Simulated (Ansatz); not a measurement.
# Two states of EuV2As2

```xyz
5
Lattice="2.1651 3.7501 0.0000 -2.1651 3.7501 0.0000 0.0000 0.0000 7.1357" Properties=species:S:1:pos:R:3 pbc="T T T"
As   -0.0002    2.5002    1.8553
As    0.0002    5.0000    5.2804
V    -0.0002    2.5002    4.4241
V     0.0002    5.0000    2.7116
Eu    0.0000    0.0000    0.0000
```

Method: r2SCAN; PAW, plane waves to 500 eV, 6×6×4 Γ-centred mesh, fermi-dirac occupations (width 0.0402 eV) (Ansatz 0.2.0), atoms fixed.

State A: V3 up, V4 up, Eu5 up (collinear spin). State B: V3 up, V4 down, Eu5 up (collinear spin).

Compare the two self-consistent states.

State B is lower by 2.3 meV an atom at zero smearing. So small a gap isn't resolved on this mesh where a state is a metal.

```
state  free energy (meV/atom)  largest moment in a small sphere (μB)  net moment (μB/cell)  gap on mesh (eV)  pressure (GPa)  largest force (eV/Å)
    A                     2.5                                   6.82                 12.97             metal            -3.5                  0.48
    B                     0.0                                   6.79                  7.30             metal            -5.7                  0.18
```

Origin: a known structure type with other elements, at an estimated volume, so it need not be a known compound. Caveats: f shells without a U or exact exchange are poorly placed.
